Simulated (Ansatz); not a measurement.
MoS2 with an S vacancy: field gradients at two levels of theory

Cell: a supercell of MoS2 (space group P6_3/mmc) built from a COD entry, with the ions relaxed around the defect (PBE).

```cif
data_Mo18S35
_symmetry_space_group_name_H-M 'P3m1'
_symmetry_Int_Tables_number 156
_cell_length_a 9.5070
_cell_length_b 9.5070
_cell_length_c 12.3240
_cell_angle_alpha 90.000
_cell_angle_beta 90.000
_cell_angle_gamma 120.000
loop_
_atom_site_label
_atom_site_type_symbol
_atom_site_symmetry_multiplicity
_atom_site_Wyckoff_symbol
_atom_site_fract_x
_atom_site_fract_y
_atom_site_fract_z
Mo1 Mo 1 a 0.0000 0.0000 0.2492
Mo2 Mo 6 e 0.0000 0.3333 0.2493
Mo6 Mo 1 b 0.3333 0.6667 0.2494
Mo8 Mo 1 c 0.6667 0.3333 0.2497
Mo10 Mo 3 d 0.1089 0.8911 0.7532
Mo12 Mo 3 d 0.1110 0.5555 0.7481
Mo14 Mo 3 d 0.4414 0.2207 0.7511
S19 S 6 e 0.9994 0.3261 0.6244
S23 S 1 b 0.3333 0.6667 0.6217
S25 S 1 c 0.6667 0.3333 0.6257
S27 S 3 d 0.1110 0.8890 0.1232
S29 S 3 d 0.1112 0.5556 0.1233
S31 S 3 d 0.4446 0.2223 0.1234
S36 S 1 a 0.0000 0.0000 0.8785
S37 S 6 e 0.0031 0.3345 0.8769
S41 S 1 b 0.3333 0.6667 0.8733
S43 S 1 c 0.6667 0.3333 0.8761
S45 S 3 d 0.1111 0.8889 0.3758
S47 S 3 d 0.1111 0.5555 0.3758
S49 S 3 d 0.4441 0.2221 0.3759
```

One atom of each set is listed.

First run. Computed with Ansatz: DFT, PBE, plane waves and PAW, scalar-relativistic, 420 eV cutoff, Γ-centred 3×3×2 k-points, Fermi–Dirac smearing 0.01 eV, cell charge +2.

| site | V_zz (10²¹ V/m²) | η |
| --- | --- | --- |
| Mo2 | -6.82 | 0.01 |
| Mo8 | -6.69 | 0.00 |
| Mo10 | -10.65 | 0.43 |
| Mo12 | -6.05 | 0.10 |
| Mo14 | -7.70 | 0.03 |
| S19 | -4.04 | 0.48 |
| S25 | -5.70 | 0.00 |
| S27 | -4.47 | 0.00 |
| S29 | -4.57 | 0.00 |
| S31 | -4.54 | 0.02 |
| S36 | -3.68 | 0.00 |
| S37 | -5.20 | 0.40 |
| S41 | -4.85 | 0.00 |
| S43 | -4.70 | 0.00 |

Second run. The same atoms and settings, except that the functional is r2SCAN and the cutoff is 500 eV.

Task: What does the second run give?

Result: 

```
site    V_zz     η  change of V_zz
 Mo2   -6.88  0.01           -0.06
 Mo8   -6.77  0.00           -0.08
Mo10  -10.91  0.43           -0.26
Mo12   -6.03  0.10           +0.02
Mo14   -7.73  0.02           -0.03
 S19   -4.06  0.44           -0.02
 S25   -5.79  0.00           -0.09
 S27   -4.57  0.00           -0.10
 S29   -4.65  0.00           -0.08
 S31   -4.65  0.02           -0.11
 S36   -3.82  0.00           -0.14
 S37   -5.31  0.40           -0.11
 S41   -5.03  0.00           -0.18
 S43   -4.81  0.00           -0.11
```

The largest change of V_zz is on Mo10, from -10.65 to -10.91. In per cent, |V_zz| changes by 0 to +2 on Mo, 0 to +4 on S (all sites that start above 2). The table leaves out 6 of the 20 sites, with |V_zz| up to 6.84; their tensors move by 0.06 at most along any direction. The statements above cover all sites.

The run isn't spin-polarised, and a state with spin may lie lower. The defect repeats with the cell of 53 atoms, so it feels its images: sites between two images don't show the values beside a lone defect, and zeros or small values of η there can come from the images' arrangement. Mo and S carry a gradient in the pure host already, so the values there aren't the defect's effect alone. The relaxation keeps the symmetry of the vacancy's site, so distortions that break it, Jahn–Teller ones too, aren't explored. A uniform background compensates the cell's charge. The defect cell has no gap above 0.1 eV on its mesh, so the values can hang on the smearing and the k-mesh. Without spin–orbit coupling (the program notes it for Mo) the gradients can shift somewhat, as the gap is small.
